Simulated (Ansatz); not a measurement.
Input and steps of a relaxation of cell and atoms on AlB₃P₄, ordered on the zincblende lattice (P-43m) with 8 atoms a cell (Ansatz, PBE). It starts from a guessed cell.

```yaml
crystal:
  lattice:
    - [4.5710552863, 0.0, 0.0]
    - [0.0, 4.5710552863, 0.0]
    - [0.0, 0.0, 4.5710552863]
  atoms:
    - { symbol: B, position: [0.5, 0.0, 0.0] }
    - { symbol: P, position: [0.75, 0.25, 0.25] }
    - { symbol: B, position: [0.0, 0.5, 0.0] }
    - { symbol: P, position: [0.25, 0.75, 0.25] }
    - { symbol: B, position: [0.0, 0.0, 0.5] }
    - { symbol: P, position: [0.25, 0.25, 0.75] }
    - { symbol: Al, position: [0.5, 0.5, 0.5] }
    - { symbol: P, position: [0.75, 0.75, 0.75] }
kpoints:
  mp_grid: { grid: [6, 6, 6] }
hamiltonian:
  xc: pbe
scf:
  occupations: { method: fermi_dirac, width: 0.02 }
relax:
  f_tol: 0.005
  cell: {}
output:
  write_density: true
  write_potential: true
  elf: true
  volumetric_format: npy
```

The trajectory has 8 recorded frames, each with fractional positions and then forces in eV/Å along x, y and z. Some frames, the last among them, repeat a geometry solved again on a basis re-selected at its cell; pressure is positive in compression.

Step 1: energy 0.0 meV/atom from step 1, largest force component 4.122 eV/Å, pressure +35.52 GPa; a = 4.571 Å, b = 4.571 Å, c = 4.571 Å, α = 90.00°, β = 90.00°, γ = 90.00°
```
B  0.5000 0.0000 0.0000     0.000   0.000   0.000
P  0.7500 0.2500 0.2500     4.122  -4.122  -4.122
B  0.0000 0.5000 0.0000     0.000   0.000   0.000
P  0.2500 0.7500 0.2500    -4.122   4.122  -4.122
B  0.0000 0.0000 0.5000     0.000   0.000   0.000
P  0.2500 0.2500 0.7500    -4.122  -4.122   4.122
Al 0.5000 0.5000 0.5000     0.000   0.000   0.000
P  0.7500 0.7500 0.7500     4.122   4.122   4.122
```

Step 2: energy -402.3 meV/atom from step 1, largest force component 0.811 eV/Å, pressure +3.21 GPa; a = 4.768 Å, b = 4.768 Å, c = 4.768 Å, α = 90.00°, β = 90.00°, γ = 90.00°
```
B  0.5000 0.0000 0.0000     0.000   0.000   0.000
P  0.7745 0.2255 0.2255    -0.811   0.811   0.811
B  0.0000 0.5000 0.0000     0.000   0.000   0.000
P  0.2255 0.7745 0.2255     0.811  -0.811   0.811
B  0.0000 0.0000 0.5000     0.000   0.000   0.000
P  0.2255 0.2255 0.7745     0.811   0.811  -0.811
Al 0.5000 0.5000 0.5000     0.000   0.000   0.000
P  0.7745 0.7745 0.7745    -0.811  -0.811  -0.811
```

Question: How does the relaxation go on, and where does it end?

Answer:
Step 3: energy -422.5 meV/atom from step 1, largest force component 0.016 eV/Å, pressure -1.51 GPa; a = 4.831 Å, b = 4.831 Å, c = 4.831 Å, α = 90.00°, β = 90.00°, γ = 90.00°
```
B  0.5000 0.0000 0.0000     0.000   0.000   0.000
P  0.7684 0.2316 0.2316    -0.016   0.016   0.016
B  0.0000 0.5000 0.0000     0.000   0.000   0.000
P  0.2316 0.7684 0.2316     0.016  -0.016   0.016
B  0.0000 0.0000 0.5000     0.000   0.000   0.000
P  0.2316 0.2316 0.7684     0.016   0.016  -0.016
Al 0.5000 0.5000 0.5000     0.000   0.000   0.000
P  0.7684 0.7684 0.7684    -0.016  -0.016  -0.016
```

Step 4: energy -423.3 meV/atom from step 1, largest force component 0.021 eV/Å, pressure -0.35 GPa; a = 4.816 Å, b = 4.816 Å, c = 4.816 Å, α = 90.00°, β = 90.00°, γ = 90.00°
```
B  0.5000 0.0000 0.0000     0.000   0.000   0.000
P  0.7686 0.2314 0.2314    -0.021   0.021   0.021
B  0.0000 0.5000 0.0000     0.000   0.000   0.000
P  0.2314 0.7686 0.2314     0.021  -0.021   0.021
B  0.0000 0.0000 0.5000     0.000   0.000   0.000
P  0.2314 0.2314 0.7686     0.021   0.021  -0.021
Al 0.5000 0.5000 0.5000     0.000   0.000   0.000
P  0.7686 0.7686 0.7686    -0.021  -0.021  -0.021
```

Step 5: energy -423.4 meV/atom from step 1, largest force component 0.002 eV/Å, pressure 0.00 GPa; a = 4.812 Å, b = 4.812 Å, c = 4.812 Å, α = 90.00°, β = 90.00°, γ = 90.00°
```
B  0.5000 0.0000 0.0000     0.000   0.000   0.000
P  0.7684 0.2316 0.2316     0.002  -0.002  -0.002
B  0.0000 0.5000 0.0000     0.000   0.000   0.000
P  0.2316 0.7684 0.2316    -0.002   0.002  -0.002
B  0.0000 0.0000 0.5000     0.000   0.000   0.000
P  0.2316 0.2316 0.7684    -0.002  -0.002   0.002
Al 0.5000 0.5000 0.5000     0.000   0.000   0.000
P  0.7684 0.7684 0.7684     0.002   0.002   0.002
```

Step 6: energy -426.0 meV/atom from step 1, largest force component 0.002 eV/Å, pressure +0.24 GPa; a = 4.812 Å, b = 4.812 Å, c = 4.812 Å, α = 90.00°, β = 90.00°, γ = 90.00°
```
B  0.5000 0.0000 0.0000     0.000   0.000   0.000
P  0.7684 0.2316 0.2316     0.002  -0.002  -0.002
B  0.0000 0.5000 0.0000     0.000   0.000   0.000
P  0.2316 0.7684 0.2316    -0.002   0.002  -0.002
B  0.0000 0.0000 0.5000     0.000   0.000   0.000
P  0.2316 0.2316 0.7684    -0.002  -0.002   0.002
Al 0.5000 0.5000 0.5000     0.000   0.000   0.000
P  0.7684 0.7684 0.7684     0.002   0.002   0.002
```

Step 7: energy -426.0 meV/atom from step 1, largest force component 0.000 eV/Å, pressure 0.00 GPa; a = 4.815 Å, b = 4.815 Å, c = 4.815 Å, α = 90.00°, β = 90.00°, γ = 90.00°
```
B  0.5000 0.0000 0.0000     0.000   0.000   0.000
P  0.7684 0.2316 0.2316     0.000   0.000   0.000
B  0.0000 0.5000 0.0000     0.000   0.000   0.000
P  0.2316 0.7684 0.2316     0.000   0.000   0.000
B  0.0000 0.0000 0.5000     0.000   0.000   0.000
P  0.2316 0.2316 0.7684     0.000   0.000   0.000
Al 0.5000 0.5000 0.5000     0.000   0.000   0.000
P  0.7684 0.7684 0.7684     0.000   0.000   0.000
```

Step 8: energy -426.0 meV/atom from step 1, largest force component 0.000 eV/Å, pressure +0.01 GPa; a = 4.815 Å, b = 4.815 Å, c = 4.815 Å, α = 90.00°, β = 90.00°, γ = 90.00°
```
B  0.5000 0.0000 0.0000     0.000   0.000   0.000
P  0.7684 0.2316 0.2316     0.000   0.000   0.000
B  0.0000 0.5000 0.0000     0.000   0.000   0.000
P  0.2316 0.7684 0.2316     0.000   0.000   0.000
B  0.0000 0.0000 0.5000     0.000   0.000   0.000
P  0.2316 0.2316 0.7684     0.000   0.000   0.000
Al 0.5000 0.5000 0.5000     0.000   0.000   0.000
P  0.7684 0.7684 0.7684     0.000   0.000   0.000
```

In 6 steps the volume changed by +16.9 %; between the first SCF and the last, each on a basis chosen for its cell, the energy fell by 426 meV an atom. Final cell: space group P-43m (No. 215), cubic; conventional cell a = 4.815 Å, 13.96 Å³ an atom. B is surrounded by 4 P at 2.04 Å; P is surrounded by 3 B at 2.04 Å and 1 Al at 2.24 Å; Al is surrounded by 4 P at 2.24 Å.

Command: `ansatz run input.yaml --threads 4 --pin off --max-ram 6451MiB --backend cpu --events-out ev --progress --plain --runs-dir out`. It took 11 s on 4 threads of Arm Neoverse V1, on a shared host, load about 0.3 per core; peak host memory 0.41 GiB.

Simulation only: spin-unpolarised, and no claim that this is the phase found in nature.
